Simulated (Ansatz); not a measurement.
Cu Kα1 powder pattern (kinematic, no thermal factors).
2θ (°) (relative intensity): 25.59 (7), 27.83 (72), 32.63 (4), 33.72 (100), 41.92 (17), 43.99 (11), 45.12 (41), 51.59 (8), 53.84 (11), 56.78 (5), 57.49 (21), 62.39 (5), 63.27 (5), 64.84 (21), 70.91 (3), 72.80 (9), 74.30 (9), 74.50 (2), 75.93 (18), 80.26 (3), 81.06 (5), 83.28 (7), 88.13 (4)

The pattern is computed from a structure relaxed with Ansatz 0.2.0, DFT PBE, scalar-relativistic, plane waves, PAW. No spin polarisation. Its elements are In, Se.

Problem. Give the structure.

Solution. In3Se.
Space group P-3m1 (No. 164). a = 4.016 Å, b = 4.016 Å, c = 8.227 Å, α = 90.00°, β = 90.00°, γ = 120.00°
| atom | site | symmetry | x | y | z |
| --- | --- | --- | --- | --- | --- |
| In | 1b | -3m. | 0.0000 | 0.0000 | 0.5000 |
| In | 2d | 3m. | 0.3333 | 0.6667 | 0.2223 |
| Se | 1a | -3m. | 0.0000 | 0.0000 | 0.0000 |

A pattern alone doesn't exclude other cells with like lines; this is the one computed.

The structure comes from a generated guess; another structure or a mixture of phases may lie lower.
